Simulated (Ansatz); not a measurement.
Relaxed-ion elastic tensor of C (diamond, Fd-3m) in GPa (Voigt order), r²SCAN+D4 (plane waves, PAW; program Ansatz); density 3.55 g/cm³, 5.61 Å³ per atom.

|  | 1 | 2 | 3 | 4 | 5 | 6 |
|---|---|---|---|---|---|---|
| 1 | 1120 | 123 | 123 | 0.0 | 0.0 | 0.0 |
| 2 | 123 | 1120 | 123 | 0.0 | 0.0 | 0.0 |
| 3 | 123 | 123 | 1120 | 0.0 | 0.0 | 0.0 |
| 4 | 0.0 | 0.0 | 0.0 | 593 | 0.0 | 0.0 |
| 5 | 0.0 | 0.0 | 0.0 | 0.0 | 593 | 0.0 |
| 6 | 0.0 | 0.0 | 0.0 | 0.0 | 0.0 | 593 |

### Question
Is the crystal mechanically stable?

### Answer
Yes: the smallest eigenvalue of C is 593 GPa.

### Question
Work out the Voigt, Reuss and Hill averages.

### Answer
K_V = 455, K_R = 455, K_H = 455; G_V = 555, G_R = 551, G_H = 553 GPa.

### Question
Give Young's modulus, Poisson's ratio, Pugh's ratio and the universal anisotropy index.

### Answer
E = 9KG/(3K + G) = 1180 GPa; ν = 0.07; K/G = 0.82 (brittle by the Pugh limit of 1.75); A_U = 5G_V/G_R + K_V/K_R − 6 = 0.04.

### Question
Estimate the sound speeds and the Debye temperature.

### Answer
v_l = √((K + 4G/3)/ρ) = 18300 m/s, v_t = √(G/ρ) = 12500 m/s, mean 13600 m/s; Θ = (h/k)(3n/4πV)^(1/3) v_m = 2280 K.

### Question
Give the Zener ratio and Young's modulus along [100], [110] and [111].

### Answer
A = 2C44/(C11 − C12) = 1.19; 1/E = S11 − 2(S11 − S12 − S44/2)Γ with Γ = 0, 1/4, 1/3 gives 1100, 1200, 1240 GPa.

### Question
Solve the Christoffel equation for the three sound speeds along [100], [110], [111].

### Answer
Eigenvalues of C_ijkl n_j n_l equal ρv². In km/s, slowest first: [100] 12.92, 12.92, 17.75; [110] 11.85, 12.92, 18.49; [111] 12.22, 12.22, 18.73.

The r²SCAN+D4 relaxation kept the symmetry of its start.

Potentials: the later of the program's two PAW sets.
